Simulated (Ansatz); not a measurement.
Si in space group P6_3/mmc (No. 194; Si on 4e, Si on 4f, Si on 4f), r²SCAN (plane waves, PAW; program Ansatz). The conduction-band minimum lies on the Γ–M line, 85 % of the way from Γ, with 6 equivalent valleys. Second derivatives d²E/dk² of the lowest band at one valley (eV·Å²), along Cartesian directions:

| direction | d²E/dk² |
|---|---|
| [100] | 61.62 |
| [010] | 3.722 |
| [001] | 6.319 |
| [110] | 32.71 |
| [101] | 33.99 |
| [011] | 5.040 |

Question: Find the principal effective masses, the density-of-states mass and the conductivity mass.

Answer: Off-diagonal terms follow from H_xy = H[110] − (H_xx + H_yy)/2, and m*/mₑ = 7.620 eV·Å² over each eigenvalue: 0.12, 1.2, 2.0. One valley's DOS mass (m₁m₂m₃)^(1/3) = 0.67, conductivity mass 3/(Σ 1/mᵢ) = 0.32 mₑ.

Question: What effective density of states Nc follows at 300 K for parabolic valleys?

Answer: Nc = 2.509e19 × 6 × (0.67)^(3/2) ≈ 8.3e19 cm⁻³.

The start of the workflow was typed in or built on a structure type; the Crystallography Open Database copy checked does not list it. It is not the phase usual at ambient conditions (space group No. 227). Symmetry was held in the r²SCAN relaxation; its stability against distortions is not shown here.

Potentials: the later of the program's two PAW sets.

Edges and masses are those of Kohn–Sham bands, whose gap is no quasiparticle gap.
